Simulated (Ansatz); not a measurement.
PtS-type IrAs

The computed numbers are results of PBEsol, scalar-relativistic (no spin polarisation) in the plane-wave PAW code Ansatz at 420 eV, Γ-centred 8×8×8 mesh, 0.05 eV Gaussian smearing. The datasets are Ansatz's generated set soft_2.

```
CELL_PARAMETERS angstrom
2.91620 0.00000 0.00000
0.00000 2.91620 0.00000
0.00000 0.00000 7.75431
ATOMIC_POSITIONS crystal
Ir 0.00000 0.50000 0.00000
Ir 0.50000 0.00000 0.50000
As 0.00000 0.00000 0.25000
As 0.00000 0.00000 0.75000
```

The structure was built from a prototype; whether the compound forms in it isn't claimed.

Problem. Which orbitals carry the states at the Fermi level, and how many states are there?

Solution. Within 0.1 eV of it: Ir 5d 65 %, As 4p 22 %, As 4s 9 % (shares among the projected shells). The density of states at the Fermi level is about 2.1 states/eV per cell, averaged over 0.3 eV.

Density of states (tetrahedra, averaged over 0.5 eV; states/eV per cell of 4 atoms; energy in eV from the Fermi level; projections on Löwdin-orthogonalised atomic orbitals, summed over sites):

```
    E  total  Ir 5d  As 4p  Ir 6s  As 4s
-5.60   2.22   0.99   1.09   0.06   0.05
-5.10   2.57   1.27   1.10   0.05   0.10
-4.60   3.22   2.13   0.83   0.11   0.09
-4.10   4.65   3.57   0.76   0.18   0.07
-3.60   3.30   2.60   0.47   0.15   0.03
-3.10   5.26   4.04   0.84   0.19   0.07
-2.60   3.38   2.44   0.74   0.06   0.04
-2.10   5.19   4.02   0.85   0.13   0.06
-1.60   3.91   3.24   0.49   0.08   0.02
-1.10   2.26   1.90   0.16   0.10   0.01
-0.60   1.82   1.38   0.19   0.10   0.06
-0.10   2.02   1.23   0.40   0.10   0.17
 0.40   2.26   1.41   0.49   0.09   0.14
 0.90   1.70   0.86   0.55   0.08   0.12
 1.40   1.61   0.63   0.65   0.09   0.12
 1.90   2.05   0.71   0.89   0.12   0.15
 2.40   1.97   0.54   0.93   0.11   0.12
 2.90   2.00   0.49   1.05   0.13   0.08
 3.40   2.29   0.51   1.08   0.33   0.13
 3.90   1.84   0.34   0.70   0.41   0.08
 4.40   1.67   0.30   0.65   0.37   0.07
 4.90   1.66   0.25   0.68   0.31   0.05
```

For elements this heavy, spin–orbit coupling would shift levels and gaps; it isn't included here.
